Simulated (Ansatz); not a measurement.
## Co (P63/mmc): majority and minority states

The source of the geometry is a structure as deposited in COD; atoms and cell stay fixed.

Functional, mesh and filling: PBE, 15×15×8 k mesh, Fermi–Dirac smearing of 0.08 eV. LAPW is all-electron LAPW in Ansatz 0.2.0. Site moments are integrated in spheres about the atoms.

The input and its command:

```yaml
crystal:
  lattice:
    - [2.5074, 0.0, 0.0]
    - [-1.2537, 2.1714720974, 0.0]
    - [0.0, 0.0, 4.0699]
  atoms:
    - { symbol: Co, position: [0.3333333333, 0.6666666667, 0.25], spin: 1.7 }
    - { symbol: Co, position: [0.6666666667, 0.3333333333, 0.75], spin: 1.7 }
magnetization:
  spin_polarized: true
kpoints:
  mp_grid: { grid: [15, 15, 8] }
scf:
  occupations: { method: fermi_dirac, width: 0.08 }
  lower_state_search: "off"
hamiltonian:
  xc: pbe
  pseudopotentials: { kind: all_electron, lapw: { basis_error: 0.001 } }
output:
  forces: true
  stress: true
  eigenvalues: false
  populations: true
  dos: { projected: true, de: 0.1, e_range: [-8, 5] }
```

Command: `ansatz run input.yaml --threads 1 --pin off --max-ram 3072MiB --backend cpu --events-out ev --progress --plain --runs-dir out`

Q: Give the density of states by spin, smoothed by a Gaussian of 0.15 eV.

A: 
```json
{"E − E_F (eV)": "-7.00", "majority (states/eV/cell)": "0.11", "minority (states/eV/cell)": "0.11"}
{"E − E_F (eV)": "-6.60", "majority (states/eV/cell)": "0.14", "minority (states/eV/cell)": "0.13"}
{"E − E_F (eV)": "-6.20", "majority (states/eV/cell)": "0.17", "minority (states/eV/cell)": "0.15"}
{"E − E_F (eV)": "-5.80", "majority (states/eV/cell)": "0.22", "minority (states/eV/cell)": "0.17"}
{"E − E_F (eV)": "-5.40", "majority (states/eV/cell)": "0.35", "minority (states/eV/cell)": "0.20"}
{"E − E_F (eV)": "-5.00", "majority (states/eV/cell)": "0.89", "minority (states/eV/cell)": "0.25"}
{"E − E_F (eV)": "-4.60", "majority (states/eV/cell)": "1.39", "minority (states/eV/cell)": "0.33"}
{"E − E_F (eV)": "-4.20", "majority (states/eV/cell)": "1.73", "minority (states/eV/cell)": "0.56"}
{"E − E_F (eV)": "-3.80", "majority (states/eV/cell)": "1.71", "minority (states/eV/cell)": "0.80"}
{"E − E_F (eV)": "-3.40", "majority (states/eV/cell)": "2.17", "minority (states/eV/cell)": "1.03"}
{"E − E_F (eV)": "-3.00", "majority (states/eV/cell)": "1.76", "minority (states/eV/cell)": "1.31"}
{"E − E_F (eV)": "-2.60", "majority (states/eV/cell)": "2.95", "minority (states/eV/cell)": "1.34"}
{"E − E_F (eV)": "-2.20", "majority (states/eV/cell)": "3.01", "minority (states/eV/cell)": "2.00"}
{"E − E_F (eV)": "-1.80", "majority (states/eV/cell)": "2.03", "minority (states/eV/cell)": "1.10"}
{"E − E_F (eV)": "-1.40", "majority (states/eV/cell)": "1.93", "minority (states/eV/cell)": "1.77"}
{"E − E_F (eV)": "-1.00", "majority (states/eV/cell)": "3.10", "minority (states/eV/cell)": "2.58"}
{"E − E_F (eV)": "-0.60", "majority (states/eV/cell)": "2.22", "minority (states/eV/cell)": "2.69"}
{"E − E_F (eV)": "-0.20", "majority (states/eV/cell)": "0.35", "minority (states/eV/cell)": "1.65"}
{"E − E_F (eV)": "0.20", "majority (states/eV/cell)": "0.31", "minority (states/eV/cell)": "1.50"}
{"E − E_F (eV)": "0.60", "majority (states/eV/cell)": "0.31", "minority (states/eV/cell)": "1.75"}
{"E − E_F (eV)": "1.00", "majority (states/eV/cell)": "0.31", "minority (states/eV/cell)": "3.18"}
{"E − E_F (eV)": "1.40", "majority (states/eV/cell)": "0.29", "minority (states/eV/cell)": "1.66"}
{"E − E_F (eV)": "1.80", "majority (states/eV/cell)": "0.26", "minority (states/eV/cell)": "0.47"}
{"E − E_F (eV)": "2.20", "majority (states/eV/cell)": "0.24", "minority (states/eV/cell)": "0.41"}
{"E − E_F (eV)": "2.60", "majority (states/eV/cell)": "0.23", "minority (states/eV/cell)": "0.36"}
{"E − E_F (eV)": "3.00", "majority (states/eV/cell)": "0.23", "minority (states/eV/cell)": "0.31"}
{"E − E_F (eV)": "3.40", "majority (states/eV/cell)": "0.24", "minority (states/eV/cell)": "0.28"}
{"E − E_F (eV)": "3.80", "majority (states/eV/cell)": "0.23", "minority (states/eV/cell)": "0.26"}
{"E − E_F (eV)": "4.20", "majority (states/eV/cell)": "0.20", "minority (states/eV/cell)": "0.26"}
```
Site moments (μB): Co1 1.69, Co2 1.69. Cell moment 3.27 μB.

Q: How large is the spin polarisation of the states at the Fermi level?

A: (N↑ − N↓)/(N↑ + N↓) = -66 %, from 0.31 and 1.52 states/eV; these are averaged over the run's smearing, not the smoothing of the table, and they move with the mesh.

Löwdin populations of d and f shells (filled inner shells left out):

```tsv
shell	up	down
Co1 3d	4.78	3.04
Co2 3d	4.78	3.04
```

The Ansatz runs typed with the search for lower states off end where their start leads. These are results for the start and cell typed. The real compound can order otherwise, in a larger cell, or not at all, since semilocal functionals at zero temperature often overstate magnetism.
